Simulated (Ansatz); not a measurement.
PbS:
```xyz
4
Lattice="4.2110 0.0000 0.0000 0.0000 4.2718 0.0000 0.0000 0.0000 32.0000" Properties=species:S:1:pos:R:3 pbc="T T F"
Pb     0.0000     4.2460    14.5567
Pb     2.1055     2.1101    17.4433
S      0.0000     4.0541    17.2112
S      2.1055     1.9182    14.7888
```
The layer is periodic in x and y and isolated along z.

In-plane strain on the r²SCAN+D4-relaxed layer, atoms relaxed; r²SCAN+D4 in the plane-wave PAW code Ansatz. Strained cells keep their symmetry and size, so buckling under compression is not allowed; words on stability below refer to the unstrained layer.

```
strain x / y (%)  ΔE (meV/atom)  tension xx (N/m)  tension yy (N/m)  thickness (Å)
----------------  -------------  ----------------  ----------------  -------------
-4 / -4                    22.3             -2.61             -2.24           3.06
-2 / -2                     4.2             -1.07             -0.71           2.93
-1 / 0                      [?]               [?]               [?]            [?]
0 / -1                      0.4             -0.16             -0.25           2.90
0 / 0                       0.0             -0.01              0.00           2.89
0 / 1                       0.6              0.31              0.43           2.87
1 / 0                       0.8              0.55              0.33           2.86
2 / 2                       [?]               [?]               [?]            [?]
4 / 4                      28.5              2.38              1.67           2.79
```

Task: Some entries are withheld; supply them.

Result: 
- -1 / 0, ΔE (meV/atom): 0.7
- -1 / 0, tension xx (N/m): -0.50
- -1 / 0, tension yy (N/m): -0.24
- -1 / 0, thickness (Å): 2.91
- 2 / 2, ΔE (meV/atom): 8.6
- 2 / 2, tension xx (N/m): 1.52
- 2 / 2, tension yy (N/m): 1.21
- 2 / 2, thickness (Å): 2.82

Space group Pmn2_1 (puckered). The layer was cut from a bulk entry of the Materials Project (measured or hypothetical); whether that bulk phase is the ambient one, and whether the layer has been isolated, was not checked. The cell was relaxed with r²SCAN+D4 under the symmetry of its start; its stability against distortions is not shown here. Spin–orbit coupling is left out wherever it is not named.

Potentials: the later of the program's two PAW sets.
